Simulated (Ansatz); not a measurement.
Ca (fcc, Cu type)

```yaml
crystal:
  lattice:
    - [0.00000, 5.56846, 5.56846]
    - [2.78423, 0.00000, 2.78423]
    - [2.78423, 2.78423, 0.00000]
  atoms:
    - { symbol: Ca, position: [0.00000, 0.00000, 0.00000] }
    - { symbol: Ca, position: [0.50000, 0.00000, 0.00000] }
```

The atoms are displaced by Q × the pattern below (from a DFPT mode at L = (0.5, 0.0, 0.0), largest move 1; Q in Å), at fixed cell. It is one choice among 2 degenerate patterns. (q is in reciprocal vectors of the primitive cell; the cell shown is doubled to hold the pattern.)

```
atom       x       y       z
----  ------  ------  ------
Ca1   -0.285   0.520  -0.805
Ca2    0.285  -0.520   0.805
```

Calculation: r2SCAN (plane waves to 500 eV, PAW, scalar-relativistic; Ansatz, a quantum-chemistry and plane-wave program). k mesh 7×14×14 (Γ-centred), Fermi-Dirac smearing 0.05 eV. The energy includes the smearing's −TS. With partly filled bands, energies and forces of such displacements shift with the k mesh and the smearing. Ca was relaxed with its symmetry unable to fall. The zero of ΔE is the undisplaced structure. The last digit holds for this mesh only.

```tsv
Q (Å)	ΔE (meV/cell)
-0.2800	62.8
-0.2333	44.7
-0.1867	29.2
-0.1400	withheld
-0.0933	7.5
-0.0467	1.9
0.0000	0.0
0.0467	1.9
0.0933	7.5
0.1400	withheld
0.1867	29.2
0.2333	44.7
0.2800	62.8
```

Question: Fit an even polynomial form (powers 2, 4) to the given rows and predict ΔE at Q = 0.1400.

Answer: Least squares on the 11 given rows: ΔE = (867.4)·Q² + (-846.6)·Q⁴, in meV/cell with Q in Å; root-mean-square residual 0.01 meV/cell. At 0.1400 the fit gives 16.7 meV/cell; the calculation gives 16.7 meV/cell, the same to the digits shown. The quadratic term alone would give 17.0 meV/cell.

(For displaced atoms, the force is minus the slope of the energy, and its curvature is a force constant, which sets phonon frequencies.)
